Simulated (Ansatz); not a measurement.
SiO$_{2}$:
```
SiO2
1.0
    4.93170     0.00000     0.00000
    0.00000     8.20758     0.00000
   -2.46431     0.00000     4.40969
Si O
4 8
Cartesian
  2.01838   7.70208   1.44680
  0.44900   3.59829   2.96289
 -0.44687   0.52598   2.96630
  2.91426   4.62977   1.44339
  3.25919   0.40881   1.92573
 -0.79180   4.51261   2.48396
  1.52120   0.01180   0.00241
  0.94619   4.11560   4.40728
  1.67401   3.71402   1.92130
  0.79338   7.81781   2.48839
  0.00144   2.06213   3.04986
  2.46595   6.16592   1.35983
```

Cartesian axes are those of the cell as given.

### Question
Give the proper piezoelectric stress tensor with relaxed ions from the program Ansatz at the r²SCAN level (PAW).

### Answer
In C/m², rows x, y, z, Voigt columns; mesh uncertainty up to 0.00.
```
 0.00   0.00   0.00   0.01   0.00   0.00
 0.00   0.00   0.00   0.00  -0.03   0.00
 0.00   0.00   0.00   0.00   0.00   0.13
```

The elastic tensor of the same run (GPa):

```
       1      2     3     4     5     6
-  -----  -----  ----  ----  ----  ----
1   65.8  -27.9  -7.0   0.0  -0.1   0.0
2  -27.9   69.7  27.3   0.0   0.2   0.0
3   -7.0   27.3  79.7   0.0   0.1   0.0
4    0.0    0.0   0.0  34.7   0.0   0.0
5   -0.1    0.2   0.1   0.0  15.8   0.0
6    0.0    0.0   0.0   0.0   0.0  26.4
```

### Question
Convert to strain constants d = e·S.

### Answer
In pC/N:
```
 0.0   0.0   0.0   0.3   0.0   0.0
 0.0   0.0   0.0   0.0  -1.6   0.0
 0.0   0.0   0.0   0.0   0.0   4.8
```

Space group C222_1. The workflow started from a Materials Project entry (that database holds measured and hypothetical structures alike); the Crystallography Open Database files this formula in space group No. 20, but the cells were not matched. It is not the phase usual at ambient conditions (space group No. 92, 152, 154). The cell was relaxed with r²SCAN under the symmetry of its start; of distortions, only those at the zone centre were tested.

Potentials: the earlier of the program's two PAW sets.
